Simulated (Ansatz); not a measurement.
Ag₃O in space group P-31m (No. 162; O on 2d, Ag on 6k) under volume change, DFT-r²SCAN in the program Ansatz with PAW potentials, shape and atoms relaxed at each volume.

| V (Å³/atom) | E − E(relaxed) (meV/atom) | P (GPa) |
|---|---|---|
| 13.870 | 52.4 | 13.53 |
| 14.327 | ___ | ___ |
| 14.784 | 5.1 | 3.67 |
| 15.242 | 0.0 | 0.00 |
| 15.699 | ___ | ___ |
| 16.156 | 16.7 | -5.49 |
| 16.613 | 35.3 | -7.53 |

Some entries are withheld; supply them.


- 14.327, E − E(relaxed) (meV/atom): 21.7
- 14.327, P (GPa): 8.13
- 15.699, E − E(relaxed) (meV/atom): 4.4
- 15.699, P (GPa): -3.01

What does a third-order Birch–Murnaghan fit give for V₀, B₀ and B′?

V₀ = 15.24 Å³/atom, B₀ = 111 GPa, B′ = 5.5.

The workflow started from an entry of the Crystallography Open Database (COD). Whether it is the stable phase at ambient conditions was not checked. The r²SCAN relaxation kept the symmetry of its start; its stability against distortions is not shown here. The run is not spin-polarised.

Potentials: the later of the program's two PAW sets.
